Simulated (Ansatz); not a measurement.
# Rocksalt alloy of PbS and CaS (20 of 32 Pb sites exchanged), 64 atoms

Ansatz, PAW, plane waves. PBEsol relaxation of volume and atoms (shape held) at the single k point (¼, ¼, ¼) without its symmetry partners; single points on the relaxed atoms at the single k point (¼, ¼, ¼) without its symmetry partners, onto which points of the small cell's zone fold. Arrangement: random. No spin–orbit coupling unless named.

Relaxed structure:

```cif
data_structure
_symmetry_space_group_name_H-M 'P 1'
_symmetry_Int_Tables_number 1
_cell_length_a 11.4986
_cell_length_b 11.4986
_cell_length_c 11.4986
_cell_angle_alpha 90.000
_cell_angle_beta 90.000
_cell_angle_gamma 90.000
_cell_volume 1520.34
loop_
_atom_site_label
_atom_site_type_symbol
_atom_site_fract_x
_atom_site_fract_y
_atom_site_fract_z
_atom_site_occupancy
S1 S 0.24992 0.99438 0.00042 1
S2 S 0.24944 0.99975 0.49861 1
S3 S 0.25677 0.50860 0.00036 1
S4 S 0.24316 0.50172 0.49973 1
S5 S 0.74960 0.99139 0.00949 1
S6 S 0.75055 0.99988 0.49581 1
S7 S 0.74425 0.50643 0.00792 1
S8 S 0.75492 0.50111 0.49446 1
S9 S 0.99998 0.25067 0.00019 1
S10 S 0.99984 0.25010 0.49826 1
S11 S 0.99934 0.74978 0.00829 1
S12 S 0.99994 0.75096 0.49529 1
S13 S 0.50006 0.25682 0.00121 1
S14 S 0.50035 0.24601 0.49908 1
S15 S 0.49951 0.74508 0.00715 1
S16 S 0.49975 0.75717 0.49403 1
S17 S 0.99906 0.00050 0.25511 1
S18 S 0.00674 0.00704 0.74079 1
S19 S 0.99339 0.49923 0.25490 1
S20 S 0.00003 0.49225 0.74225 1
S21 S 0.49944 0.00101 0.25458 1
S22 S 0.49336 0.00662 0.74186 1
S23 S 0.50595 0.49903 0.24688 1
S24 S 0.50036 0.49182 0.75846 1
S25 S 0.24979 0.24301 0.25592 1
S26 S 0.25061 0.24536 0.74291 1
S27 S 0.24928 0.75615 0.25020 1
S28 S 0.25004 0.75846 0.74932 1
S29 S 0.74948 0.24899 0.25478 1
S30 S 0.74984 0.24987 0.74181 1
S31 S 0.74945 0.75047 0.25189 1
S32 S 0.75001 0.75066 0.74989 1
Pb1 Pb 0.99974 0.99901 0.00245 1
Pb2 Pb 0.99919 0.50130 0.00148 1
Pb3 Pb 0.49969 0.99845 0.00241 1
Pb4 Pb 0.50091 0.49915 0.49937 1
Pb5 Pb 0.25088 0.25039 0.99997 1
Pb6 Pb 0.74904 0.25086 0.00252 1
Pb7 Pb 0.24957 0.50170 0.25065 1
Pb8 Pb 0.24996 0.49906 0.74961 1
Pb9 Pb 0.75032 0.00108 0.74720 1
Pb10 Pb 0.75009 0.49874 0.74952 1
Pb11 Pb 0.00089 0.75182 0.74753 1
Pb12 Pb 0.49909 0.75163 0.75006 1
Ca1 Ca 0.00106 0.00139 0.49841 1
Ca2 Ca 0.99913 0.49943 0.49895 1
Ca3 Ca 0.49885 0.00124 0.49871 1
Ca4 Ca 0.50049 0.50117 0.00197 1
Ca5 Ca 0.24914 0.24889 0.49936 1
Ca6 Ca 0.25015 0.75107 0.00120 1
Ca7 Ca 0.24960 0.75284 0.49894 1
Ca8 Ca 0.75080 0.24991 0.49835 1
Ca9 Ca 0.74921 0.74927 0.00330 1
Ca10 Ca 0.74997 0.75091 0.49847 1
Ca11 Ca 0.24945 0.99962 0.25159 1
Ca12 Ca 0.25004 0.00182 0.74762 1
Ca13 Ca 0.74949 0.99877 0.25208 1
Ca14 Ca 0.74967 0.50078 0.25105 1
Ca15 Ca 0.99954 0.24947 0.25168 1
Ca16 Ca 0.00081 0.24947 0.74683 1
Ca17 Ca 0.99861 0.75055 0.25172 1
Ca18 Ca 0.49982 0.24960 0.25107 1
Ca19 Ca 0.49982 0.24947 0.74890 1
Ca20 Ca 0.50029 0.75075 0.25072 1
```

(1) What are the mean bond lengths by pair (pairs within 1.2 times the sum of covalent radii, less contacts 15 % beyond the pair's median; cation–cation pairs of compounds aside; long ionic contacts are cut short by that bound)?

(2) What gap lies between the top filled and the lowest empty level in the single points?

Answers

(1) Ca–S 2.848 ± 0.039 Å (standard deviation, 120 bonds); Pb–S 2.920 ± 0.044 Å (standard deviation, 71 bonds).

(2) HSE06 3.30 eV (25 s on NVIDIA GB200). Away from Γ this isn't the crystal's band gap.
